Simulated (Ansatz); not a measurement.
Ta$_{3}$Ru in space group Fm-3m (No. 225; Ta on 8c, Ta on 4b, Ru on 4a) at seven volumes, the program Ansatz at the PBEsol level (PAW), scaled uniformly. One row is withheld.

```
V (Å³/atom)  P (GPa)
-----------  -------
14.856         27.90
15.346         17.12
15.836          7.89
16.325          0.00
16.815         -6.75
17.305        -12.53
17.795             ?
```

Question: Fit the shown pressures and predict the withheld one.

Answer: Third-order Birch–Murnaghan: P = (3/2)B₀(x^(7/2) − x^(5/2))[1 + (3/4)(B′ − 4)(x − 1)] with x = (V₀/V)^(2/3). Least squares on the six rows gives V₀ = 16.326 Å³/atom, B₀ = 243.0 GPa, B′ = 4.16. At V = 17.795, x = 0.9442 and P = -17.51 GPa. The run itself gave -17.47 GPa.

The first step of the workflow began from a Materials Project structure, measured or hypothetical; the Crystallography Open Database copy checked does not list it. With Ta and Ru taken as one species the cell has the higher symmetry Im-3m, so it may be an ordered model of a mixed-site phase. Its standing as an ambient phase is unchecked. The cell was relaxed with PBEsol under the symmetry of its start; whether a distortion lowers the energy is not shown. The run is not spin-polarised. Spin–orbit coupling is left out wherever it is not named.

Potentials: the later of the program's two PAW sets.
